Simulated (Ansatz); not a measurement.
## Band structure of SiTe

```xyz
4
Lattice="4.9656 0.0000 0.0000 -2.4828 4.3003 0.0000 0.0000 0.0000 5.9546" Properties=species:S:1:pos:R:3 pbc="T T T"
Te    0.0000    2.8669   -0.2361
Te    2.4828    1.4334    2.7412
Si    0.0000    2.8669    2.4751
Si    2.4828    1.4334    5.4524
```

Atoms are numbered in the order listed.

The conventional cell has a = 4.966 Å, b = 4.966 Å, c = 5.955 Å, α = 90.00°, β = 90.00°, γ = 120.00°. Te (atom 1) is surrounded by 4 Si at 2.71 to 2.88 Å. Si (atom 3) is surrounded by 4 Te at 2.71 to 2.88 Å.

The structure comes from a relaxation in the same program, started in the wurtzite type, and has space group P6_3mc. Whether it is a known phase or the ground state wasn't checked.

Spin–orbit coupling is left out, though it moves levels of the heavy atoms by tenths of an eV or more.

Method: DFT, PBE, all-electron LAPW, scalar-relativistic (Ansatz 0.2.0).

The runs use a Γ-centred 10×10×6 k mesh, Fermi–Dirac smearing of 0.08 eV, basis error target 1 meV/atom, no spin polarisation.

Points in fractions of the reciprocal vectors of this cell: Γ (0, 0, 0), M (0.5, 0, 0), K (0.333, 0.333, 0), A (0, 0, 0.5), L (0.5, 0, 0.5), H (0.333, 0.333, 0.5). The path joins them by straight lines in the order Γ–M–K–Γ–A–L–H–A–L; legs that retrace an earlier one aren't tabulated. Energies are in eV from the Fermi level.

Task: Metal or insulator at this level of theory?

Result: No gap opens: metallic or semimetallic.

Task: Tabulate bands 32 to 39, counted from the lowest band of the run, along the path.

Result: 
| k (1/Å) | point | band 32 | band 33 | band 34 | band 35 | band 36 | band 37 | band 38 | band 39 |
| --- | --- | --- | --- | --- | --- | --- | --- | --- | --- |
| 0.00 | Γ | -4.14 | -4.14 | -2.37 | -2.32 | -2.32 | -0.06 | -0.06 | 2.11 |
| 0.18 |  | -4.27 | -3.62 | -2.62 | -2.38 | -1.74 | -0.04 | 0.20 | 2.14 |
| 0.37 |  | -4.52 | -3.17 | -2.90 | -2.55 | -0.98 | 0.26 | 0.89 | 2.46 |
| 0.55 |  | -4.73 | -3.66 | -2.70 | -2.69 | -0.54 | 1.03 | 1.67 | 3.26 |
| 0.73 | M | -4.80 | -3.94 | -2.77 | -2.66 | -0.44 | 1.64 | 2.01 | 3.81 |
| 0.84 |  | -4.86 | -3.98 | -2.87 | -2.43 | -0.24 | 1.37 | 2.06 | 3.52 |
| 0.94 |  | -4.82 | -4.08 | -3.06 | -1.85 | 0.10 | 1.05 | 1.99 | 2.97 |
| 1.05 |  | -4.67 | -4.25 | -3.21 | -1.16 | -0.06 | 1.31 | 1.87 | 2.41 |
| 1.15 | K | -4.47 | -4.47 | -3.27 | -0.54 | -0.54 | 1.83 | 1.87 | 1.87 |
| 1.36 |  | -4.95 | -3.92 | -3.09 | -1.56 | -0.19 | 0.92 | 1.91 | 2.41 |
| 1.57 |  | -4.76 | -3.27 | -2.76 | -2.48 | -0.71 | 0.23 | 1.33 | 2.27 |
| 1.78 |  | -4.32 | -3.48 | -2.68 | -2.41 | -1.61 | -0.04 | 0.30 | 2.13 |
| 2.00 | Γ | -4.14 | -4.14 | -2.37 | -2.32 | -2.32 | -0.06 | -0.06 | 2.11 |
| 2.13 |  | -4.09 | -4.09 | -2.42 | -2.42 | -1.92 | -0.02 | -0.02 | 1.96 |
| 2.26 |  | -3.94 | -3.94 | -2.69 | -2.69 | -1.09 | 0.13 | 0.13 | 1.59 |
| 2.39 |  | -3.70 | -3.11 | -3.03 | -3.03 | -0.93 | 0.38 | 0.38 | 1.14 |
| 2.52 | A | -3.39 | -3.39 | -3.39 | -1.95 | -1.95 | 0.72 | 0.72 | 0.72 |
| 2.71 |  | -3.50 | -3.16 | -3.16 | -1.78 | -1.78 | 0.69 | 0.69 | 1.03 |
| 2.89 |  | -3.73 | -2.83 | -2.83 | -1.43 | -1.43 | 0.86 | 0.86 | 1.65 |
| 3.07 |  | -3.93 | -2.64 | -2.64 | -1.19 | -1.19 | 0.84 | 0.84 | 2.03 |
| 3.25 | L | -4.00 | -2.59 | -2.59 | -1.10 | -1.10 | 0.67 | 0.67 | 2.66 |
| 3.36 |  | -4.13 | -2.44 | -2.44 | -0.99 | -0.99 | 0.65 | 0.65 | 2.32 |
| 3.46 |  | -4.36 | -2.20 | -2.20 | -0.65 | -0.65 | 0.60 | 0.60 | 1.81 |
| 3.57 |  | -4.53 | -2.04 | -2.04 | -0.18 | -0.18 | 0.56 | 0.56 | 1.34 |
| 3.68 | H | -4.59 | -1.99 | -1.99 | 0.06 | 0.06 | 0.58 | 0.58 | 1.12 |
| 3.89 |  | -4.40 | -2.17 | -2.17 | -0.47 | -0.47 | 0.63 | 0.63 | 1.25 |
| 4.10 |  | -3.96 | -2.59 | -2.59 | -1.17 | -1.17 | 0.68 | 0.68 | 1.44 |
| 4.31 |  | -3.55 | -3.09 | -3.09 | -1.73 | -1.73 | 0.67 | 0.67 | 1.15 |
| 4.52 | A | -3.39 | -3.39 | -3.39 | -1.95 | -1.95 | 0.72 | 0.72 | 0.72 |
